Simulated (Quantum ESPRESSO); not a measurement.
Kohn-Sham bands of SrTl (CsCl type)

```
CELL_PARAMETERS angstrom
      4.06285     0.00000     0.00000
      0.00000     4.06285     0.00000
      0.00000     0.00000     4.06285
ATOMIC_POSITIONS crystal
  Sr 0.00000 0.00000 0.00000
  Tl 0.50000 0.50000 0.50000
```

Materials Project entry mp-2434; symmetrised, unrelaxed at this level. COD (Crystallography Open Database) has an entry of this formula and space group (matched by these alone). Method: PBEsol plane waves in Quantum ESPRESSO 7.5 (PseudoDojo norm-conserving files, 55 Ry, no spin polarisation, no spin-orbit coupling), Bloch states on a 8×8×8 mesh through Γ, Wannier90 4.0.1. Density: 10×10×10 mesh, cold smearing 0.01 Ry. Spin-orbit coupling is left out although heavy elements are present.

Question: List the Kohn-Sham levels between −8 and 3.0 eV relative to the Fermi level at the high-symmetry points, as a band run of pw.x on that density gives them (levels within 2 meV counted together).

Answer: 
| point | k (reciprocal lattice) | levels (eV) |
|---|---|---|
| Γ | 0.000 0.000 0.000 | -7.76, 1.30 (×2), 2.88 (×3) |
| X | 0.000 0.500 0.000 | -6.30, -2.88, 1.69 (×2), 1.69 |
| M | 0.500 0.500 0.000 | -5.88, -0.76 (×2), 0.98 |
| R | 0.500 0.500 0.500 | -4.66, -1.33 (×3) |
